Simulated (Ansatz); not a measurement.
BaIn2Te4:
Space group Cccm (No. 66); a = 7.0273 Å, b = 11.7927 Å, c = 11.9056 Å, α = 90.00°, β = 90.00°, γ = 90.00°

| atom | site | symmetry | x | y | z |
|---|---|---|---|---|---|
| Ba | 4b | 222 | 0.0000 | 0.5000 | 0.2500 |
| In | 8l | ..m | 0.0018 | 0.2389 | 0.5000 |
| Te | 8k | ..2 | 0.2500 | 0.2500 | 0.3171 |
| Te | 8l | ..m | 0.2663 | 0.0673 | 0.0000 |
(The calculation used a cell of 14 atoms; values per cell refer to that cell.)

Relaxed at zero pressure with LDA (plane waves, PAW; program Ansatz).

Task: The volume is lowered by 6 % and shape and atoms relax at that volume. What pressure results, and how do the axes share the change?

Result: 1.8 GPa; a -1.6 %, b -2.0 %, c -2.5 %; the energy rises by 11 meV/atom.

Task: Give the new structure.

Result: 
Space group Cccm (No. 66); a = 6.9166 Å, b = 11.5530 Å, c = 11.6061 Å, α = β = γ = 90.00°

```json
[
 {"atom": "Ba", "site": "4b", "symmetry": "222", "x": "0.0000", "y": "0.5000", "z": "0.2500"},
 {"atom": "In", "site": "8l", "symmetry": "..m", "x": "0.0010", "y": "0.2432", "z": "0.5000"},
 {"atom": "Te", "site": "8k", "symmetry": "..2", "x": "0.2500", "y": "0.2500", "z": "0.3123"},
 {"atom": "Te", "site": "8l", "symmetry": "..m", "x": "0.2569", "y": "0.0623", "z": "0.0000"}
]
```

The phase is kept; no other phase was compared at this pressure.

The workflow started from a Materials Project entry (that database holds measured and hypothetical structures alike); the Crystallography Open Database files this formula in space group No. 66, but the cells were not matched. Whether it is the stable phase at ambient conditions was not checked. The cell was relaxed with LDA under the symmetry of its start; whether a distortion lowers the energy is not shown. Spin–orbit coupling is left out wherever it is not named.

Potentials: the later of the program's two PAW sets.
